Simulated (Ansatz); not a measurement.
The elements of this relaxed crystal are hidden behind letters.

```
lattice vectors (Å)
   3.0037    0.0000    0.0000
   0.0000    3.0037    0.0000
   0.0000    0.0000    3.0037
fractional positions
X 0.0000 0.0000 0.0000
Z 0.5000 0.5000 0.5000
```

Method: DFT PBE, scalar-relativistic, plane waves, PAW (Ansatz 0.2.0). Plane waves to 420 eV, an 18×18×18 mesh through Γ for the 2-atom cell and 0.10 eV Gaussian smearing; no spin polarisation.

```
Space group                                 : Pm-3m (No. 221)
Conventional cell                           : a = 3.004 Å
Volume per atom                             : 13.55 Å³
Density                                     : 7.85 g/cm³
Formation energy                            : −0.64 eV/atom
Gap on the 18×18×18 mesh of the 2-atom cell : 0 eV (a metal)
```

Energies are uncorrected and count from the elements' standard states at the same level.

Problem. X is a p-block element of period 3 and Z is a d-block element of period 5. Which elements are they?

Solution. X = Al, Z = Ru, so the formula is AlRu, here in the caesium chloride type. Density times volume gives a mean mass of 7.85 × 13.55/1.6605 = 64.1 u per atom, and this set has 64.0 u. Al has 8 Ru at 2.60 Å and 6 Al at 3.00 Å; around Ru lie 8 Al at 2.60 Å and 6 Ru at 3.00 Å. Other sets within the hints have nearly the same mass, so mass alone doesn't settle it; this one was computed.

A structure relaxed within its symmetry needn't be a true minimum.
